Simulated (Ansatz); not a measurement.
**MoS2 (2H-MoS2 type, space group P6_3/mmc): scan of one atom of the cell**

Starting cell, MoS2 (2H-MoS2 type, space group P6_3/mmc):

```xyz
6
Lattice="3.1730 0.0000 0.0000 -1.5865 2.7479 0.0000 0.0000 0.0000 12.4366" Properties=species:S:1:pos:R:3 pbc="T T T"
Mo     0.0000     1.8319     3.1091
Mo     1.5865     0.9160     9.3274
S      0.0000     1.8319     7.7717
S      1.5865     0.9160     1.5534
S      1.5865     0.9160     4.6649
S      0.0000     1.8319    10.8832
```

Scan: atom 4 (S, nearest neighbour Mo at 2.403 Å; its periodic images, 3.2 Å or more away, move with it) is displaced along Cartesian [110], direction (0.707, 0.707, 0.000) in Cartesian axes, by s. The other atoms stay.

Computed with r2SCAN+rVV10 (plane waves to 500 eV, PAW, scalar-relativistic; Ansatz, a quantum-chemistry and plane-wave program). k mesh 10×10×3 (Γ-centred), Fermi-Dirac smearing 0.05 eV. The energy includes the smearing's −TS. Compression counts positive. F∥ is the force on the atom along that direction. F⊥ is the part of the force across the line. MoS2 is run without spin polarisation. MoS2 was relaxed with its symmetry unable to fall. The zero of ΔE is the undisplaced structure.

```json
[
 {"s (Å)": "-0.480", "ΔE (meV/cell)": "958", "P (GPa)": "2.9", "|F⊥| (eV/Å)": "2.198", "F∥ (eV/Å)": "3.482"},
 {"s (Å)": "-0.384", "ΔE (meV/cell)": "643", "P (GPa)": "2.0", "|F⊥| (eV/Å)": "1.491", "F∥ (eV/Å)": "3.051"},
 {"s (Å)": "-0.288", "ΔE (meV/cell)": "377", "P (GPa)": "1.2", "|F⊥| (eV/Å)": "0.884", "F∥ (eV/Å)": "2.463"},
 {"s (Å)": "-0.192", "ΔE (meV/cell)": "174", "P (GPa)": "0.5", "|F⊥| (eV/Å)": "0.413", "F∥ (eV/Å)": "1.747"},
 {"s (Å)": "-0.096", "ΔE (meV/cell)": "45", "P (GPa)": "0.1", "|F⊥| (eV/Å)": "0.108", "F∥ (eV/Å)": "0.921"},
 {"s (Å)": "0.000", "ΔE (meV/cell)": "0", "P (GPa)": "0.0", "|F⊥| (eV/Å)": "0.000", "F∥ (eV/Å)": "0.000"},
 {"s (Å)": "0.096", "ΔE (meV/cell)": "48", "P (GPa)": "0.2", "|F⊥| (eV/Å)": "0.118", "F∥ (eV/Å)": "-1.002"},
 {"s (Å)": "0.192", "ΔE (meV/cell)": "195", "P (GPa)": "0.6", "|F⊥| (eV/Å)": "0.490", "F∥ (eV/Å)": "-2.069"},
 {"s (Å)": "0.288", "ΔE (meV/cell)": "446", "P (GPa)": "1.5", "|F⊥| (eV/Å)": "1.142", "F∥ (eV/Å)": "-3.175"},
 {"s (Å)": "0.384", "ΔE (meV/cell)": "804", "P (GPa)": "2.7", "|F⊥| (eV/Å)": "2.097", "F∥ (eV/Å)": "-4.287"},
 {"s (Å)": "0.480", "ΔE (meV/cell)": "1268", "P (GPa)": "4.3", "|F⊥| (eV/Å)": "3.372", "F∥ (eV/Å)": "-5.356"}
]
```

Read from the data:

| Property | Result |
|---|---|
| Energy at s = 0.480 Å | 1268 meV/cell |
| Force along the line at s = -0.480 Å | 3.48 eV/Å |
| Symmetry of the curve | not even: the positive side lies higher at ±0.480 Å |
| Shape of the curve | a single well with its minimum at or next to zero displacement |
| Force constant k = d²E/ds² at s = 0 (finite differences) | 10.0 eV/Å² |
| Harmonic estimate at the end of the scan | ½ks² = 1157 meV/cell against the computed 1268 meV/cell, so the well is stiffer than harmonic there |

(A displaced cell: forces are minus the slopes of the energy, force constants its curvatures, and phonons follow from these.)
